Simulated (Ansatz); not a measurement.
# Notes on ZrCo3Ru2

```yaml
crystal:
  lattice:
    - [2.59333, 4.49178, 0.00000]
    - [-2.59333, 4.49178, 0.00000]
    - [0.00000, 0.00000, 3.24553]
  atoms:
    - { symbol: Zr, position: [0.00000, 0.00000, 0.00000] }
    - { symbol: Co, position: [0.50000, 0.50000, 0.50000] }
    - { symbol: Co, position: [0.50000, 0.00000, 0.50000] }
    - { symbol: Co, position: [0.00000, 0.50000, 0.50000] }
    - { symbol: Ru, position: [0.33330, 0.33340, 0.00000] }
    - { symbol: Ru, position: [0.66660, 0.66670, 0.00000] }
```

Method: r2SCAN, no spin polarisation; PAW, plane waves to 500 eV, 8×8×10 Γ-centred mesh, gaussian occupations (width 0.0184 eV) (Ansatz 0.2.0), atoms fixed.

Question: Which element gives electrons and which takes them?

Answer: Bader charges in e: Zr +1.52, Co -0.21, Ru -0.44. In the mean Zr gives up most and Ru takes most.

Question: Is the cell too large or too small?

Answer: The pressure is 43.5 GPa (compression positive), so with the atoms held at these fractions the cell would first expand. The principal stresses 25.8, 25.8, 78.9 GPa differ, so its shape would change too.

Question: Metal or insulator?

Answer: It is a metal, with about 11 states/eV a cell as the mean within 0.25 eV of the Fermi level, mostly Co d (54 %) and Ru d (35 %).

Question: Is it stable against the elements?

Answer: 0.90 eV an atom against the elements' usual phases (free molecules for gases, crystals otherwise, with no correction for O₂ or N₂), so at this geometry it isn't bound against them. Relaxing would lower it.

Origin: a known structure type with other elements, at an estimated volume, so it need not be a known compound. Caveats: no spin polarisation, so a magnetic state may lie lower; atoms or cell far from equilibrium.
